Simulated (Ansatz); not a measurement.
The calculation used Ansatz 0.2.0, DFT PBE, scalar-relativistic, plane waves, PAW. All cells share a 420 eV cutoff and Γ-centred k meshes spaced at most about 0.3 Å⁻¹ (about 0.25 or finer for metals, 2π included). No spin polarisation in the final relaxations.

These are static total energies at zero pressure.

Compare these two cells of BiSe4, each relaxed at this level.

A.

Space group P-43m (No. 215). a = 5.219 Å, b = 5.219 Å, c = 5.219 Å, α = 90.00°, β = 90.00°, γ = 90.00°
```csv
atom,site,symmetry,x,y,z
Bi,1a,-43m,0.0000,0.0000,0.0000
Se,4e,.3m,0.3063,0.6937,0.6937
```

B.

Space group I4/m (No. 87). a = 8.918 Å, b = 8.918 Å, c = 4.268 Å, α = 90.00°, β = 90.00°, γ = 90.00°
```tsv
atom	site	symmetry	x	y	z
Bi	2a	4/m..	0.0000	0.0000	0.0000
Se	8h	m..	0.1860	0.7217	0.0000
```

Question: Which is lower in energy, and by how much?

Answer: B is lower, by 0.38 eV/atom. A has space group P-43m (No. 215), 28.4 Å³/atom and no gap on its mesh; B has space group I4/m (No. 87), 33.9 Å³/atom and no gap. B holds Se–Se chains (shortest 2.47 Å); in A the shortest Se–Se distance is 2.86 Å, near bonding range too. The lower one is the more open, so pressure narrows the difference. Even the lower one lies +0.06 eV/atom against the reference forms of the elements (uncorrected), so neither is stable at this level. In A, around Bi lie 4 Se at 2.77 Å; Se has 1 Bi at 2.77 Å and 3 Se at 2.86 Å. In B, around Bi lie 4 Se at 2.98 Å; Se has 2 Se at 2.47 Å and 1 Bi at 2.98 Å. Both come from invented guesses.

These runs have no spin–orbit coupling, which can matter for Bi. In P-43m, I4/m an odd number of electrons in the primitive cell allows no gap without spin; a larger cell or a magnetic state could open one. A magnetic state wasn't ruled out in cells without spin, among them P-43m. Cells relaxed within their symmetry can be saddle points.
